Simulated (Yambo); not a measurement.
```
CELL_PARAMETERS angstrom
      0.00000     3.15233     3.15233
      3.15233     0.00000     3.15233
      3.15233     3.15233     0.00000
ATOMIC_POSITIONS crystal
  Na 0.00000 0.00000 0.00000
  I  0.50000 0.50000 0.50000
```

Response from Yambo on PBEsol (Quantum ESPRESSO, PseudoDojo norm-conserving, 88 Ry, scalar-relativistic) bands: 10×10×10 mesh, 46 bands, 4 Ry local-field block, 0.2 eV broadening.

Question: Give the static electronic dielectric constant without and with local fields.

Answer: 
```csv
field along,"ε(0), independent particles","ε(0), RPA with local fields",refractive index √ε
x,3.99,3.28,1.81
```
Electronic (clamped-ion) response only. Spin-orbit coupling, left out here, changes gap and response of such heavy elements. Convergence of the RPA response with its 10×10×10 mesh was not tested.

Geometry strained from the cell relaxed with PBEsol, atoms relaxed again.
